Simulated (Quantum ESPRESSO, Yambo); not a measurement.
LiMgBN$_{2}$ (space group I-4m2, No. 119): one geometry, one set of PBEsol (pw.x of Quantum ESPRESSO, ONCV potentials, no spin-orbit coupling) orbitals, self-energies from Yambo (4×4×4 Γ-centred k mesh, bands 6 to 120 and a 8 Ry block in the screening, 120 bands in G with the Bruneval-Gonze terminator, plasmon pole fitted at 27.2 eV).

```
level                                                        gap Z → Γ (eV)  direct gap at Z (eV)
-----------------------------------------------------------  --------------  --------------------
PBEsol (Quantum ESPRESSO)                                              2.48                  3.39
exchange only (Hartree-Fock self-energy on PBEsol orbitals)           10.00                 10.95
static COHSEX@PBEsol                                                   5.61                  6.53
G0W0@PBEsol, plasmon pole                                                 …                     …
G0W0@PBEsol, multipole fit to 8 frequencies, no terminator             4.13                  5.10
G0W0@PBEsol, plasmon pole, no terminator                                  …                     …
```

**Question.** What belongs in the gaps?

**Answer.** 
- G0W0@PBEsol, plasmon pole, gap Z → Γ (eV): 4.19
- G0W0@PBEsol, plasmon pole, direct gap at Z (eV): 5.16
- G0W0@PBEsol, plasmon pole, no terminator, gap Z → Γ (eV): 4.09
- G0W0@PBEsol, plasmon pole, no terminator, direct gap at Z (eV): 5.08

Bare exchange has no screening and gives the widest gap; static COHSEX screens it but leaves out the frequency dependence, which G0W0 restores.

Nearest settings tried, and what they do to the gap: 45 bands in W, 45 bands in G: -42 meV; 3 Ry block (37 vectors against 171): -430 meV. Not varied: mesh. So the settings aren't converged at that level.

Geometry of the Materials Project entry, not relaxed at this level; primitive cell a = b = c = 5.1998 Å, α = β = 136.91°, γ = 62.58°.

The structure is a Materials Project entry; no match was found in the copy of COD used, and its stability was not checked.
